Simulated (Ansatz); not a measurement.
Ag:
```xyz
2
Lattice="2.8144 0.0000 0.0000 -1.4072 2.4373 0.0000 0.0000 0.0000 4.6729" Properties=species:S:1:pos:R:3 pbc="T T T"
Ag     0.0000     1.6249     1.1682
Ag     1.4072     0.8124     3.5047
```

Relaxed with LDA. Special points in fractions of this cell's reciprocal vectors: Γ (0.000, 0.000, 0.000); M (0.500, 0.000, 0.000); K (0.333, 0.333, 0.000); A (0.000, 0.000, 0.500); L (0.500, 0.000, 0.500); H (0.333, 0.333, 0.500).

**Question.** List the band energies nearest the Fermi level at these points for LDA (plane waves, PAW; program Ansatz).

**Answer.** In eV from the Fermi level; about four levels below and three above (degenerate sets whole), none deeper than 8.9 eV; … stands for higher levels left out; points with the same levels are listed once.

| k | below | above |
|---|---|---|
| Γ | -4.20 -4.20 -3.12 -3.12 -0.79 | 3.61 15.80 … |
| M | -3.97 -2.93 -2.92 -2.78 | 0.08 1.70 6.95 |
| K | -4.22 -3.30 -3.30 -3.21 | 3.33 3.36 3.36 |
| A | -3.47 -3.47 -3.47 -3.47 | 11.16 11.16 … |
| L | -3.19 -3.19 -2.83 -2.83 | 0.61 0.61 4.90 4.90 |
| H | -4.24 -4.24 -3.07 -3.07 | 4.27 4.27 5.86 5.86 |

Space group P6_3/mmc (hcp (Mg type)). The workflow started from a Materials Project entry (that database holds measured and hypothetical structures alike); the Crystallography Open Database files this formula in space group No. 194, but the cells were not matched. It is not the phase usual at ambient conditions (space group No. 225). Symmetry was held in the LDA relaxation; whether a distortion lowers the energy is not shown. The run is not spin-polarised. Spin–orbit coupling is left out wherever it is not named.

Potentials: the later of the program's two PAW sets.
